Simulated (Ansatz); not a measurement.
SiC:
```cif
data_C4Si4
_chemical_formula_sum 'Si4 C4'
_space_group_name_H-M_alt 'F-43m'
_space_group_IT_number 216
_space_group_name_Hall 'F -4 2 3'
_cell_length_a 4.35691
_cell_length_b 4.35691
_cell_length_c 4.35691
_cell_angle_alpha 90.000
_cell_angle_beta 90.000
_cell_angle_gamma 90.000
loop_
_atom_site_label
_atom_site_type_symbol
_atom_site_symmetry_multiplicity
_atom_site_Wyckoff_symbol
_atom_site_fract_x
_atom_site_fract_y
_atom_site_fract_z
_atom_site_occupancy
Si1 Si 4 c 0.25000 0.25000 0.25000 1
C1 C 4 a 0.00000 0.00000 0.00000 1
```
(The calculation used a cell of 2 atoms; values per cell refer to that cell.)

Relaxed with PBEsol.

Q: Give the optical modes at the zone centre with their infrared activity from DFPT, PBEsol in the plane-wave PAW code Ansatz.

A: Transverse frequencies, without the LO–TO term; a row sums one degenerate level.

| ω (cm⁻¹) | degeneracy | IR ((D/Å)²/amu) | activity | symmetry |
|---|---|---|---|---|
| 787 | 3 | 60.84 | IR | T2 |

Q: How high does the top mode go among those that the LO–TO term moves?

A: 957 cm⁻¹ for q along x.

Symmetry was held in the PBEsol relaxation.

Potentials: the earlier of the program's two PAW sets. The files were generated under PBE; for other functionals the program regenerates the frozen cores, and for LDA and PBEsol the local potential too.
